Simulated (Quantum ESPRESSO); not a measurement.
Simulation results for AlGe6N (made-up cell)

All values are calculated (Quantum ESPRESSO 7.5). Calculation on a made-up crystal cell, not a measurement: periodic Kohn-Sham density functional theory in plane waves with PseudoDojo standard norm-conserving scalar-relativistic pseudopotentials, each functional with its own files (v0.5 for PBE, v0.4.1 for LDA and PBEsol), no spin polarisation, no spin-orbit coupling, atoms not relaxed, stress positive in tension, energies less a fixed whole-eV offset for each atom's element; levels are Kohn-Sham levels at fractions of this cell's reciprocal vectors, counted from the reference band (half the neutral cell's valence electrons, rounded up) at Gamma; error bars cover cutoff and k-mesh only, not smearing or the files; added strain carries the atoms with the cell, and shear is the tensor component; each bar is the largest change over components, and at least 0.002 eV, 0.002 eV per angstrom or 0.02 GPa; energies are for the whole cell, and the offsets were chosen from early runs and are not element reference energies.

Common to all runs: lattice type zincblende/diamond; functional pbe; cutoff 1143 eV; fermi dirac smearing 0.1 eV; scf tolerance 1e-07 eV; electrons removed 0; k mesh 6 x 6 x 6, shifted by half a step.

(1) 
```cif
# cell vector a (Å): 5.5980 -0.0148 -0.0774
# cell vector b (Å): -0.0148 5.6052 -0.0478
# cell vector c (Å): -0.0774 -0.0478 5.5804
data_AlGe6N
_symmetry_space_group_name_H-M 'P 1'
_symmetry_Int_Tables_number 1
_cell_length_a 5.5986
_cell_length_b 5.6054
_cell_length_c 5.5811
_cell_angle_alpha 90.977
_cell_angle_beta 91.585
_cell_angle_gamma 90.296
_cell_volume 175.05
loop_
_atom_site_label
_atom_site_type_symbol
_atom_site_fract_x
_atom_site_fract_y
_atom_site_fract_z
_atom_site_occupancy
N1 N 0.00535 0.02326 0.00393 1
Ge1 Ge 0.99926 0.49620 0.48960 1
Ge2 Ge 0.49654 0.99606 0.51015 1
Ge3 Ge 0.49375 0.50998 0.99439 1
Al1 Al 0.24721 0.24950 0.24505 1
Ge4 Ge 0.25173 0.74194 0.75881 1
Ge5 Ge 0.74265 0.25402 0.75346 1
Ge6 Ge 0.75920 0.74958 0.25177 1
_calc_free_energy_less_offsets 1.281  # eV
_calc_smearing_term_minus_ts -0.06123  # eV
_calc_scf_iterations 11
_calc_pressure -0.4484  # GPa
_calc_stress_xx 0.5768  # GPa
_calc_stress_yy 0.545  # GPa
_calc_stress_zz 0.2235  # GPa
_calc_stress_yz 0.3547  # GPa
_calc_stress_xz -1.386  # GPa
_calc_stress_xy 1.712  # GPa
_calc_fermi_level -0.07209  # eV
_calc_reference_band 46
_calc_error_bar_energy 0.002  # eV
_calc_error_bar_stress 0.02399  # GPa
_calc_error_bar_force 0.008883  # eV/angstrom
_calc_error_bar_next_band_up 0.002  # eV
_calc_error_bar_fermi_level 0.01944  # eV
_calc_error_bars_from 'tighter rerun of a related cell'
```

Atoms:
| atoms element | atom site | atom energy offset (eV) |
| --- | --- | --- |
| N | 1 | -283 |
| Ge | 2 | -2430 |
| Ge | 3 | -2430 |
| Ge | 4 | -2430 |
| Al | 5 | -64 |
| Ge | 6 | -2430 |
| Ge | 7 | -2430 |
| Ge | 8 | -2430 |

Forces:
| site | x (eV/Å) | y (eV/Å) | z (eV/Å) |
| --- | --- | --- | --- |
| 1 | 0.1415 | 0.01388 | 0.2711 |
| 2 | 0.1667 | -0.2557 | 0.8169 |
| 3 | -0.197 | -0.1797 | -0.619 |
| 4 | 0.6509 | -0.852 | 1.294 |
| 5 | -0.892 | -1.529 | -1.421 |
| 6 | -1.644 | 1.897 | -0.2518 |
| 7 | 1.589 | -0.7173 | 0.8374 |
| 8 | 0.1845 | 1.624 | -0.9273 |

Levels:
| level k point | next band up (eV) |
| --- | --- |
| Gamma | 0.05566 |
| (1/2,1/2,1/2) | -0.1554 |
| (0.15,0,0) | -0.008969 |
| (0,0.15,0) | -0.03943 |
| (0,0,0.15) | -0.00154 |

(2) 
```cif
# cell vector a (Å): 5.5980 -0.0148 -0.0774
# cell vector b (Å): -0.0148 5.6052 -0.0478
# cell vector c (Å): -0.0774 -0.0478 5.5804
data_AlGe6N
_symmetry_space_group_name_H-M 'P 1'
_symmetry_Int_Tables_number 1
_cell_length_a 5.5986
_cell_length_b 5.6054
_cell_length_c 5.5811
_cell_angle_alpha 90.977
_cell_angle_beta 91.585
_cell_angle_gamma 90.296
_cell_volume 175.05
loop_
_atom_site_label
_atom_site_type_symbol
_atom_site_fract_x
_atom_site_fract_y
_atom_site_fract_z
_atom_site_occupancy
N1 N 0.00535 0.02326 0.00393 1
Ge1 Ge 0.99926 0.49620 0.48960 1
Ge2 Ge 0.49654 0.99606 0.51015 1
Ge3 Ge 0.49375 0.50998 0.99439 1
Al1 Al 0.24721 0.25272 0.24507 1
Ge4 Ge 0.25173 0.74194 0.75881 1
Ge5 Ge 0.74265 0.25402 0.75346 1
Ge6 Ge 0.75920 0.74958 0.25177 1
_calc_free_energy_less_offsets 1.31  # eV
_calc_smearing_term_minus_ts -0.06073  # eV
_calc_scf_iterations 11
_calc_pressure -0.4034  # GPa
_calc_stress_xx 0.5059  # GPa
_calc_stress_yy 0.5479  # GPa
_calc_stress_zz 0.1564  # GPa
_calc_stress_yz 0.3085  # GPa
_calc_stress_xz -1.286  # GPa
_calc_stress_xy 1.688  # GPa
_calc_fermi_level -0.06832  # eV
_calc_reference_band 46
_calc_error_bar_energy 0.002  # eV
_calc_error_bar_stress 0.02399  # GPa
_calc_error_bar_force 0.008883  # eV/angstrom
_calc_error_bar_next_band_up 0.002  # eV
_calc_error_bar_fermi_level 0.01944  # eV
_calc_error_bars_from 'tighter rerun of a related cell'
```

Atoms:
| atoms element | atom site | atom energy offset (eV) |
| --- | --- | --- |
| N | 1 | -283 |
| Ge | 2 | -2430 |
| Ge | 3 | -2430 |
| Ge | 4 | -2430 |
| Al | 5 | -64 |
| Ge | 6 | -2430 |
| Ge | 7 | -2430 |
| Ge | 8 | -2430 |

Forces:
| site | x (eV/Å) | y (eV/Å) | z (eV/Å) |
| --- | --- | --- | --- |
| 1 | 0.1339 | 0.02598 | 0.2646 |
| 2 | 0.1129 | -0.2122 | 0.867 |
| 3 | -0.2301 | -0.1381 | -0.6545 |
| 4 | 0.686 | -0.8165 | 1.255 |
| 5 | -0.831 | -1.681 | -1.388 |
| 6 | -1.646 | 1.914 | -0.2521 |
| 7 | 1.589 | -0.7333 | 0.8367 |
| 8 | 0.1844 | 1.641 | -0.9294 |

Levels:
| level k point | next band up (eV) |
| --- | --- |
| Gamma | 0.05453 |
| (1/2,1/2,1/2) | -0.141 |
| (0.15,0,0) | -0.008317 |
| (0,0.15,0) | -0.03714 |
| (0,0,0.15) | 0.0004124 |
